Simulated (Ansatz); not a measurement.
## How much do the gradients of La₃Ge₅ depend on the method?

Cell: a Materials Project structure (computed, not necessarily an observed phase), taken as it stands.

```cif
data_La3Ge5
_symmetry_space_group_name_H-M 'Fdd2'
_symmetry_Int_Tables_number 43
_cell_length_a 6.1052
_cell_length_b 18.2502
_cell_length_c 14.3792
_cell_angle_alpha 90.000
_cell_angle_beta 90.000
_cell_angle_gamma 90.000
loop_
_atom_site_label
_atom_site_type_symbol
_atom_site_symmetry_multiplicity
_atom_site_Wyckoff_symbol
_atom_site_fract_x
_atom_site_fract_y
_atom_site_fract_z
La1 La 16 b 0.2537 0.4179 0.3074
La5 La 8 a 0.5000 0.5000 0.5522
Ge7 Ge 16 b 0.5198 0.3382 0.6377
Ge11 Ge 16 b 0.5232 0.6747 0.4654
Ge15 Ge 8 a 0.5000 0.5000 0.9850
```

One atom of each set is listed; the run and its k-mesh use a cell of 16 atoms with edges of 11.62, 7.81, 9.62 Å.

First run. All values are calculated (Ansatz; DFT, PBE, plane waves and PAW, scalar-relativistic, 420 eV cutoff, Γ-centred 6×6×6 k-points, Fermi–Dirac smearing 0.05 eV), not measured.

```
site  V_zz (10²¹ V/m²)     η
 La1             -2.25  0.69
 La5              2.70  0.55
 Ge7             -9.23  0.37
Ge11            -13.35  0.31
Ge15            -10.45  0.42
```

Second run. The same atoms and settings, except that the functional is r2SCAN and the cutoff is 500 eV.

Question: What does the second run give?

Answer: 

| site | V_zz | η | change of V_zz |
| --- | --- | --- | --- |
| La1 | -2.41 | 0.64 | -0.16 |
| La5 | 2.62 | 0.68 | -0.08 |
| Ge7 | -10.72 | 0.36 | -1.49 |
| Ge11 | -15.02 | 0.27 | -1.67 |
| Ge15 | -11.91 | 0.50 | -1.46 |

The largest change of V_zz is on Ge11, from -13.35 to -15.02. In per cent, |V_zz| changes by -3 to +7 on La, +12 to +16 on Ge (all sites that start above 2).

The run finds no gap above 0.1 eV (a metal, or nearly one), so the gradients can move by 10 % or more with the k-mesh. Without spin–orbit coupling (the program notes it for La) the gradients can shift somewhat, as the gap is small.
